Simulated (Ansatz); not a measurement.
All numbers below come from DFT PBE, scalar-relativistic, plane waves, PAW (Ansatz). Settings: cutoff 420 eV, Γ-centred meshes spaced at most about 0.3 Å⁻¹, and about 0.25 Å⁻¹ or finer for metals (2π included), Gaussian smearing. No spin polarisation in the final relaxations.

Temperature and zero-point effects are left out. All come from trial cells, and lower structures may exist.

Task: Which of these relaxed structures of Ta3B2N is the lowest in energy?
1.

```cif
data_structure
_symmetry_space_group_name_H-M 'R-3m:H'
_symmetry_Int_Tables_number 166
_cell_length_a 5.6035
_cell_length_b 5.6035
_cell_length_c 8.1560
_cell_angle_alpha 90.000
_cell_angle_beta 90.000
_cell_angle_gamma 120.000
_cell_volume 221.78
loop_
_atom_site_label
_atom_site_type_symbol
_atom_site_symmetry_multiplicity
_atom_site_Wyckoff_symbol
_atom_site_fract_x
_atom_site_fract_y
_atom_site_fract_z
_atom_site_occupancy
Ta1 Ta 9 d 0.83333 0.16667 0.16667 1
B1 B 6 c 0.33333 0.66667 0.27017 1
N1 N 3 a 0.00000 0.00000 0.00000 1
```

2.

```cif
data_structure
_symmetry_space_group_name_H-M 'P4/mmm'
_symmetry_Int_Tables_number 123
_cell_length_a 3.0205
_cell_length_b 3.0205
_cell_length_c 8.7084
_cell_angle_alpha 90.000
_cell_angle_beta 90.000
_cell_angle_gamma 90.000
_cell_volume 79.45
loop_
_atom_site_label
_atom_site_type_symbol
_atom_site_symmetry_multiplicity
_atom_site_Wyckoff_symbol
_atom_site_fract_x
_atom_site_fract_y
_atom_site_fract_z
_atom_site_occupancy
Ta1 Ta 2 g 0.00000 0.00000 0.22643 1
Ta2 Ta 1 d 0.50000 0.50000 0.50000 1
B1 B 1 b 0.00000 0.00000 0.50000 1
B2 B 1 c 0.50000 0.50000 0.00000 1
N1 N 1 a 0.00000 0.00000 0.00000 1
```

3.

```cif
data_structure
_symmetry_space_group_name_H-M 'P6/mmm'
_symmetry_Int_Tables_number 191
_cell_length_a 5.5247
_cell_length_b 5.5247
_cell_length_c 3.2956
_cell_angle_alpha 90.000
_cell_angle_beta 90.000
_cell_angle_gamma 120.000
_cell_volume 87.11
loop_
_atom_site_label
_atom_site_type_symbol
_atom_site_symmetry_multiplicity
_atom_site_Wyckoff_symbol
_atom_site_fract_x
_atom_site_fract_y
_atom_site_fract_z
_atom_site_occupancy
Ta1 Ta 3 f 0.50000 0.00000 0.00000 1
B1 B 2 d 0.33333 0.66667 0.50000 1
N1 N 1 a 0.00000 0.00000 0.00000 1
```

Result: 1. It has space group R-3m (No. 166); the next, 2, with space group P4/mmm (No. 123), lies 0.47 eV/atom higher. Counting B or N atoms around Ta (for each partner element, those within 1.25 times its shortest distance or 1.15 times the sum of covalent radii, where it is the nearest in units of that sum or under 1.3; a plus sign parts groups by distance over the sum of covalent radii; a slash parts the counts of unlike sites), the lowest has Ta 4+4 and the next has Ta 4/1+1+4. The lowest holds B–B pairs (shortest 1.69 Å); in the next the shortest B–B distance is 3.02 Å.

These runs have no spin–orbit coupling, which can matter for Ta. Cells relaxed within their symmetry can be saddle points. Some types were kept out of the candidates beforehand, so the set may lack a known form.
